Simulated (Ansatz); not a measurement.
Consider the following.

Relaxed C (graphite type, space group P6_3/mmc):

```
C
1.0
    2.45536     0.00000     0.00000
   -1.22768     2.12640     0.00000
    0.00000     0.00000     6.67065
C
4
Direct
  0.00000   0.00000   0.25000
  0.00000   0.00000   0.75000
  0.33333   0.66667   0.25000
  0.66667   0.33333   0.75000
```

Scan: atom 2 (C, nearest neighbour C at 1.418 Å; its periodic images, 2.5 Å or more away, move with it) is displaced towards the nearest neighbour, direction (0.866, 0.500, 0.000) in Cartesian axes, by s. The other atoms stay.

Calculation: r2SCAN+rVV10 (plane waves to 500 eV, PAW, scalar-relativistic; Ansatz, a first-principles code). k mesh 12×12×4 (Γ-centred), Fermi-Dirac smearing 0.05 eV. The energy includes the smearing's −TS. Left out: 1 of 11 points, with atoms too close for the PAW data. With partly filled bands, energies and forces of such displacements shift with the k mesh and the smearing. C was relaxed with its symmetry unable to fall. The zero of ΔE is the undisplaced structure.

The scan covers s from -0.280 to 0.224 Å in 10 points.

Problem. Is this a single well or a double well?

Solution. A single well with its minimum at or next to zero displacement.

Problem. Is the energy the same for displacements of ±0.224 Å, and if not, which side lies higher?

Solution. Not even: the positive side lies higher at ±0.224 Å. With its periodic images moving along, the atom's site symmetry in this cell is -6m2.

Problem. What is the energy change at s = 0.224 Å?

Solution. 1667 meV/cell.

Problem. What force acts on the atom along the line at s = -0.280 Å?

Solution. 8.47 eV/Å.

Problem. What is the force constant k = d²E/ds² of this move at s = 0?

Solution. 55.5 eV/Å².

(For displaced atoms, the force is minus the slope of the energy, and its curvature is a force constant, which sets phonon frequencies.)
